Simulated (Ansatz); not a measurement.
# Na3TiF8: input and output

input.yaml (Ansatz 0.2.0)

```yaml
crystal:
  lattice:
    - [0.0, 5.43355426, 0.0]
    - [5.43355426, 0.0, 0.0]
    - [2.71677662, 2.71677662, -5.42564042]
  atoms:
    - { symbol: Ti, position: [0.0, 0.0, 0.0] }
    - { symbol: Na, position: [0.75, 0.25, 0.5] }
    - { symbol: Na, position: [0.25, 0.75, 0.5] }
    - { symbol: F, position: [0.3489, 0.3489, 0.7748] }
    - { symbol: F, position: [0.3489, 0.8763, 0.7748] }
    - { symbol: F, position: [0.8763, 0.8763, 0.7748] }
    - { symbol: F, position: [0.8763, 0.3489, 0.7748] }
    - { symbol: F, position: [0.6511, 0.1237, 0.2252] }
    - { symbol: F, position: [0.6511, 0.6511, 0.2252] }
    - { symbol: F, position: [0.1237, 0.6511, 0.2252] }
    - { symbol: F, position: [0.1237, 0.1237, 0.2252] }
    - { symbol: Na, position: [0.5, 0.5, 0.0] }
  symmetry: { tolerance: 0.0003 }
kpoints:
  mp_grid: { grid: [7, 7, 7], shift: [0, 0, 0] }
  band_path:
    path:
      - [0.0, 0.0, 0.0]
      - [0.5, 0.5, 0.5]
      - [0.5, 0.5, 0.25]
      - [0.0, 0.5, 0.0]
      - [0.0, 0.0, 0.0]
      - [0.0, 0.0, -0.5]
      - [0.0, 0.37463508, -0.31268246]
      - [0.0, 0.62536492, 0.31268246]
      - [0.0, 0.0, 0.0]
      - [0.5, 0.5, 0.5]
      - [0.37463508, 0.62536492, 0.5]
    npoints: 6
magnetization:
  spin_polarized: false
scf:
  occupations: { method: fermi_dirac }
  lower_state_search: "off"
  max_iter: 200
hamiltonian:
  pseudopotentials: { kind: paw }
  xc: r2scan
basis:
  ecutwfc: 500
  fft_grid_basis: typed
output:
  forces: true
  stress: true
  eigenvalues: true
  bader: true
  populations: true
  elf: true
  write_potential: true
  volumetric_format: npy
  dos:
    e_range: [-12, 8]
    de: 0.05
    projected: { site_lists: { F: [F], Na: [Na], Ti: [Ti] } }
checkpoint:
  read: saved_state
```

The run starts from an earlier solution of this cell. 

Output (shortened):

```
Warning: crystal.lattice misses the space group found at crystal.symmetry.tolerance 3.0e-4 in a digit that the deck types, which is why this is a warning: making the lattice exact moves one of its numbers by a whole unit of that number's last typed decimal, or more. The operation that it misses by the most changes a squared length by the fraction 2.66e-7.
Pseudopotentials: kind: paw
Pseudopotential: Ti, paw, valence charge 12, recommended cutoff 500 eV (meta_gga), Ti.paw.azcp
Pseudopotential: Na, paw, valence charge 9, recommended cutoff 500 eV (meta_gga), Na.paw.azcp
Pseudopotential: F, paw, valence charge 7, recommended cutoff 500 eV (meta_gga), F.paw.azcp
Functional definition: r2SCAN
  exchange = r2scan_x(k0 = k0, k1 = k1, a1 = a1)
  correlation = r2scan_c
Crystal: 12 atoms, lattice volume = 160.184 Å³
Basis set: ecut = 500 eV, 4055 PW (Γ), exchange–correlation on 160×160×200 points (64 copies of the dense FFT grid, shifted against one another)
Bands: 60, of which v1, the nominal top of the filled ones, is band 48 counted from 1 (47 counted from 0)
Symmetry: 16 space group operations
Space group: I4/mmm (ITA 139), of the structure as read, at distance tolerance 1.6e-3 Å
k-points: 40 of 343
Initial density: read from a saved state, or passed on in memory by an earlier SCF of this step, an earlier step, the calling program or the single point that the run made first
Functional: x = r2scan, c = r2scan; τ floored in thin density (d = 2e-4 eV/Å³)
SCF iter   1: F=-13458.6960 eV  Δρ=1.77e-3  dr2=3.28e-4  dr2_τ=1.55e-3
SCF iter   2: F=-13458.6964 eV  Δρ=2.25e-4  dr2=1.27e-4  dr2_τ=5.60e-6
SCF iter   3: F=-13458.6958 eV  Δρ=6.06e-4  dr2=8.90e-4  dr2_τ=3.13e-5  recentre
SCF iter   4: F=-13458.6965 eV  Δρ=4.84e-5  dr2=3.37e-6  dr2_τ=8.56e-7
SCF iter   5: F=-13458.6965 eV  Δρ=1.19e-5  dr2=1.08e-7  dr2_τ=4.15e-8
SCF iter   6: F=-13458.6965 eV  Δρ=2.62e-6  dr2=6.05e-9  dr2_τ=1.27e-9
Free energy (F): -13458.6965 eV
Harris-Foulkes:  -13458.6965 eV  (|F-HF|=9.13e-10)
Internal energy: -13458.4378 eV  (E = F + TS)
E sigma→0 (E₀):  -13458.5672 eV
Entropy (-TS):   -0.2587 eV (-21.557 meV/atom)
Fermi energy:    0.1019 eV
--- Per-component energies (eV) ---
  E_band       = -1368.5154
  E_kinetic    = 2275.8793
  E_local      = -9511.9912  (includes V_loc(G=0)·N_el)
  E_nonlocal   = 929.8542
  E_hartree    = 3473.7666
  E_xc         = -833.6404
  E_vxc        = -1225.1838  (∫ρ·V_xc dr)
  E_paw        = -3473.7498  (= ΣΔE_a)
  E_vpaw       = -878.5983  (= ΣTr[D̂ρ^β])
  E_aug_tail   = 0.0086  (compensation charges beyond the density's cutoff)
  E_vtau       = 93.9792  (kinetic-family band-sum trace: ∫τ·v_τ [+ j·A + Jᵃ·Aᵃ] dr)
  E_ewald      = -6317.9817
  E_core_change = -0.5834  (= ΣΔE_core)
  E_smearing   = -0.2587  (= −TS)
--- Forces (eV/Å), atoms counted from 1 ---
  atom   1  Ti     0.0000     0.0000     0.0000
  atom   2  Na     0.0000     0.0000     0.0000
  atom   3  Na     0.0000     0.0000     0.0000
  atom   4  F     -1.1579    -1.1579    -0.6562
  atom   5  F      1.1579    -1.1579    -0.6562
  atom   6  F      1.1579     1.1579    -0.6562
  atom   7  F     -1.1579     1.1579    -0.6562
  atom   8  F     -1.1579     1.1579     0.6562
  atom   9  F      1.1579     1.1579     0.6562
  atom  10  F      1.1579    -1.1579     0.6562
  atom  11  F     -1.1579    -1.1579     0.6562
  atom  12  Na     0.0000     0.0000     0.0000
--- Stress (GPa, compression-positive) ---
      -13.0127       0.0000       0.0000
        0.0000     -13.0127       0.0000
        0.0000       0.0000      -9.9875
  P = ⅓ Tr σ = -12.0043 GPa (-120.043 kbar)
--- Löwdin populations: 12 sites ---
  site symbol       q [e]
     0     Ti     10.1464
     1     Na      8.2017
     2     Na      8.2017
     3      F      7.5051
     4      F      7.5051
     5      F      7.5051
     6      F      7.5051
     7      F      7.5051
     8      F      7.5051
     9      F      7.5051
    10      F      7.5051
    11     Na      8.2055
  spilling = 0.0021 (of n_electrons = 95.0000)
--- Bader charges: 12 sites ---
  site symbol  charge [e]  shift [e]
     0     Ti      2.5326     0.0006
     1     Na      0.9176     0.0005
     2     Na      0.9176     0.0005
     3      F     -0.6603     0.0003
     4      F     -0.6603     0.0003
     5      F     -0.6603     0.0003
     6      F     -0.6603     0.0003
     7      F     -0.6603     0.0003
     8      F     -0.6603     0.0003
     9      F     -0.6602     0.0003
    10      F     -0.6603     0.0003
    11     Na      0.9142     0.0006
```

Origin: a known structure type with other elements, at an estimated volume, so it need not be a known compound. Caveats: many states at the Fermi level without spin polarisation, so a magnetic state may lie lower; atoms or cell far from equilibrium.
